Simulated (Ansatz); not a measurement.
Rb$_{2}$P$_{2}$Pd:
```cif
data_P8Pd4Rb8
_chemical_formula_sum 'Rb8 P8 Pd4'
_space_group_name_H-M_alt 'Cmcm'
_space_group_IT_number 63
_space_group_name_Hall '-C 2c 2'
_cell_length_a 6.60030
_cell_length_b 14.52950
_cell_length_c 6.04097
_cell_angle_alpha 90.000
_cell_angle_beta 90.000
_cell_angle_gamma 90.000
loop_
_atom_site_label
_atom_site_type_symbol
_atom_site_symmetry_multiplicity
_atom_site_Wyckoff_symbol
_atom_site_fract_x
_atom_site_fract_y
_atom_site_fract_z
_atom_site_occupancy
Rb1 Rb 4 c 0.00000 0.21173 0.75000 1
Rb2 Rb 4 c 0.00000 0.41983 0.25000 1
P1 P 8 g 0.16413 0.10576 0.25000 1
Pd1 Pd 4 a 0.00000 0.00000 0.00000 1
```
(The calculation used a cell of 10 atoms; values per cell refer to that cell.)

Relaxed with r²SCAN.

Q: Which orbitals make up the states near the band edges in r²SCAN (plane waves, PAW; program Ansatz)?

A: Top 1 eV of the valence band: P 3p 64 %, Pd 4d 27 %. Bottom 1 eV of the conduction band: P 3p 58 %, Pd 4d 11 %, Rb 5s 9 %, outside the projected shells 18 %. Projections are on Löwdin-orthogonalised atomic valence shells; empty p or d shells of many metals are not among them.

Q: Tabulate the density of states.

A: States/eV per cell of 10 atoms, in 0.25 eV bins, energy from the valence-band maximum.

```tsv
E (eV)	total	P 3p	Pd 4d	Rb 5s
-7.85	0.00	0.00	0.00	0.00
-7.60	0.00	0.00	0.00	0.00
-7.35	0.00	0.00	0.00	0.00
-7.10	0.00	0.00	0.00	0.00
-6.85	0.00	0.00	0.00	0.00
-6.60	0.00	0.00	0.00	0.00
-6.35	0.00	0.00	0.00	0.00
-6.10	0.00	0.00	0.00	0.00
-5.85	0.00	0.00	0.00	0.00
-5.60	0.00	0.00	0.00	0.00
-5.35	0.13	0.05	0.06	0.01
-5.10	5.01	2.32	2.03	0.15
-4.85	7.43	3.93	2.56	0.19
-4.60	3.51	1.89	1.06	0.07
-4.35	2.62	1.21	0.97	0.25
-4.10	3.84	1.78	1.48	0.23
-3.85	9.94	4.01	5.25	0.22
-3.60	11.30	5.17	5.01	0.33
-3.35	11.08	4.73	5.30	0.14
-3.10	5.85	3.09	2.33	0.10
-2.85	3.01	1.97	0.83	0.05
-2.60	10.78	3.30	6.87	0.27
-2.35	8.04	0.91	6.81	0.09
-2.10	7.19	1.00	5.87	0.12
-1.85	11.95	1.89	9.40	0.27
-1.60	7.28	2.40	4.41	0.14
-1.35	5.17	2.27	2.58	0.09
-1.10	5.69	2.63	2.75	0.10
-0.85	4.71	2.66	1.72	0.10
-0.60	7.86	5.92	1.14	0.33
-0.35	8.60	5.73	2.01	0.36
-0.10	3.01	1.38	1.46	0.03
0.15	0.00	0.00	0.00	0.00
0.40	0.00	0.00	0.00	0.00
0.65	0.00	0.00	0.00	0.00
0.90	0.00	0.00	0.00	0.00
1.15	0.01	0.01	0.00	0.00
1.40	5.19	3.43	0.61	0.19
1.65	8.15	5.12	1.14	0.39
1.90	3.97	2.24	0.45	0.45
2.15	2.57	0.64	0.08	0.80
2.40	4.72	0.61	0.10	1.38
2.65	5.01	0.54	0.11	1.43
2.90	4.18	0.65	0.13	1.31
3.15	2.95	0.50	0.06	0.93
3.40	4.78	0.63	0.09	1.19
3.65	6.11	0.66	0.10	1.24
3.90	5.03	0.61	0.08	1.11
4.15	7.95	1.21	0.21	1.25
4.40	9.31	1.45	0.24	1.21
4.65	8.47	0.97	0.17	0.82
4.90	10.69	0.85	0.16	0.93
5.15	9.12	0.59	0.11	0.82
5.40	9.09	0.39	0.08	0.62
5.65	10.45	0.60	0.09	0.77
5.90	7.04	0.45	0.06	0.47
6.15	7.99	0.50	0.07	0.49
```

The workflow started from a Materials Project entry (that database holds measured and hypothetical structures alike); the Crystallography Open Database copy checked does not list it. Its standing as an ambient phase is unchecked. Symmetry was held in the r²SCAN relaxation; whether a distortion lowers the energy is not shown. The run is not spin-polarised. Spin–orbit coupling is left out wherever it is not named.

Potentials: the later of the program's two PAW sets.
